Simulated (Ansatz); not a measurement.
LiGeN in space group P6_3mc (No. 186; Li on 2b, Ge on 2a, N on 2b), LDA (plane waves, PAW; program Ansatz). The conduction-band minimum lies at M, with 3 equivalent valleys. Second derivatives d²E/dk² of the lowest band at one valley (eV·Å²), along Cartesian directions:

| direction | d²E/dk² |
|---|---|
| [100] | 13.68 |
| [010] | 19.19 |
| [001] | 10.59 |
| [110] | 16.45 |
| [101] | 12.14 |
| [011] | 14.89 |

Q: Find the principal effective masses, the density-of-states mass and the conductivity mass.

A: Off-diagonal terms follow from H_xy = H[110] − (H_xx + H_yy)/2, and m*/mₑ = 7.620 eV·Å² over each eigenvalue: 0.40, 0.56, 0.72. One valley's DOS mass (m₁m₂m₃)^(1/3) = 0.54, conductivity mass 3/(Σ 1/mᵢ) = 0.53 mₑ.

Q: What effective density of states Nc follows at 300 K for parabolic valleys?

A: Nc = 2.509e19 × 3 × (0.54)^(3/2) ≈ 3.0e19 cm⁻³.

Q: With the computed static dielectric constant 15.8 (mean of the diagonal), estimate a hydrogenic donor's binding energy and radius.

A: E = 13.606 eV × 0.53/15.8² ≈ 29 meV; a = 0.529 Å × ε/m* ≈ 16 Å. Semilocal masses tend to be too small when the gap is underestimated.

The workflow started from a Materials Project entry (that database holds measured and hypothetical structures alike); the Crystallography Open Database copy checked does not list it. Whether it is the stable phase at ambient conditions was not checked. The LDA relaxation kept the symmetry of its start; whether a distortion lowers the energy is not shown. Spin–orbit coupling is left out wherever it is not named.

Potentials: the later of the program's two PAW sets.
